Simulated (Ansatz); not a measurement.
FeNi3 (Cu3Au type)

```xyz
4
Lattice="3.5143 0.0000 0.0000 0.0000 3.5143 0.0000 0.0000 0.0000 3.5143" Properties=species:S:1:pos:R:3 pbc="T T T"
Ni     0.0000     1.7571     1.7571
Ni     1.7571     1.7571     0.0000
Ni     1.7571     0.0000     1.7571
Fe     0.0000     0.0000     0.0000
```

The slice is a {110} plane (indices of the conventional cell) through the point (0.000, 0.500, 0.500) (fractional), spanned by u = [100] and v = [011] in vectors of this cell: u (3.51 Å) and v (4.97 Å, at 90° to u). It covers one period; positions are fractions (u, v).

Calculation: r2SCAN (plane waves to 500 eV, PAW, scalar-relativistic; Ansatz, an electronic-structure program). k mesh 13×13×13. These are valence fields of a PAW run, semicore shells included where kept as valence: close to a nucleus they are smooth pseudo fields. FeNi3 was relaxed with its symmetry unable to fall. Relaxed FeNi3 ends ferromagnetic. The magnetic order is the one the run started from; other orders were not tried.

What is the valence density on the shortest Ni–Fe line in this plane (2.48 Å), at its midpoint?

0.33 e/Å³.

What is the ELF at the midpoint of the shortest Ni–Fe line in this plane (2.48 Å)?

0.25.

Sketch the spin density, up minus down on this plane as a map.


```
|3322110000000000000000000000000000000000001122|
|1111000000000000000000000000000000000000000011|
|0000000000000000000000000000000000000000000000|
|0000000000000000000000000000000000000000000000|
|0000000000000000000000000000000000000000000000|
|0000000000000000000000000000000000000000000000|
|0000000000000000000000000000000000000000000000|
|0000000000000000000000000000000000000000000000|
|0000000000000000000000000000000000000000000000|
|0000000000000000000000000000000000000000000000|
|0000000000000000000000000000000000000000000000|
|0000000000000000000000000000000000000000000000|
|2211110000000000000000000000000000000000001111|
|4444221100000000000000000000000000000000112244|
|8866442211000000000000000000000000000011224466|
|9988552211000000000000000000000000000011225588|
|8866442211000000000000000000000000000011224466|
|4444221100000000000000000000000000000000112244|
|2211110000000000000000000000000000000000001111|
|0000000000000000000000000000000000000000000000|
|0000000000000000000000000000000000000000000000|
|0000000000000000000000000000000000000000000000|
|0000000000000000000000000000000000000000000000|
|0000000000000000000000000000000000000000000000|
|0000000000000000000000000000000000000000000000|
|0000000000000000000000000000000000000000000000|
|0000000000000000000000000000000000000000000000|
|0000000000000000000000000000000000000000000000|
|0000000000000000000000000000000000000000000000|
|1111000000000000000000000000000000000000000011|
|3322110000000000000000000000000000000000001122|
|4433110000000000000000000000000000000000001133|
```
Scale: ten equal steps from -0.03 (start of '0') to 8.57 (end of '9'), in the order '0123456789'. Values: spin density, up minus down in e/Å³. The map has 23 points along u (two characters each, u = 0 at the left) and 32 along v (v = 0 in the bottom row).
